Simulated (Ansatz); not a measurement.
MoRh3:
```
CELL_PARAMETERS angstrom
      5.42992     0.00000     0.00000
     -2.71496     4.70245     0.00000
      0.00000     0.00000     4.32030
ATOMIC_POSITIONS crystal
  Mo 0.33333 0.66667 0.25000
  Mo 0.66667 0.33333 0.75000
  Rh 0.83329 0.66658 0.25000
  Rh 0.16671 0.83329 0.75000
  Rh 0.33342 0.16671 0.25000
  Rh 0.16671 0.33342 0.75000
  Rh 0.83329 0.16671 0.25000
  Rh 0.66658 0.83329 0.75000
```

Relaxed with PBEsol. Special points in fractions of this cell's reciprocal vectors: Γ (0.000, 0.000, 0.000); M (0.500, 0.000, 0.000); K (0.333, 0.333, 0.000); A (0.000, 0.000, 0.500); L (0.500, 0.000, 0.500); H (0.333, 0.333, 0.500).

Question: List the band energies nearest the Fermi level at these points for plane-wave PAW PBEsol (Ansatz code).

Answer: In eV from the Fermi level; about four levels below and three above (degenerate sets whole), none deeper than 8.9 eV; points with the same levels are listed once.

```tsv
k	below	above
Γ	-1.79 -1.79 -1.60 -1.23	0.24 0.57 0.57
M	-1.33 -1.04 -0.31 -0.22	0.15 0.30 0.36
K	-1.49 -1.49 -1.49 -1.12 -0.81 -0.81	0.26 0.50 0.56 0.56
A	-0.38 -0.38 -0.38 -0.38	0.44 0.44 0.60 0.60 0.60 0.60
L	-1.31 -1.31 -0.22 -0.22	0.56 0.56 0.88 0.88
H	-1.34 -1.34 -0.01 -0.01	0.80 0.80 1.13 1.13
```

Space group P6_3/mmc. The workflow started from an entry of the Crystallography Open Database (COD). Whether it is the stable phase at ambient conditions was not checked. The PBEsol relaxation kept the symmetry of its start; whether a distortion lowers the energy is not shown. No spin polarisation was allowed. Spin–orbit coupling is left out wherever it is not named.

Potentials: the later of the program's two PAW sets.
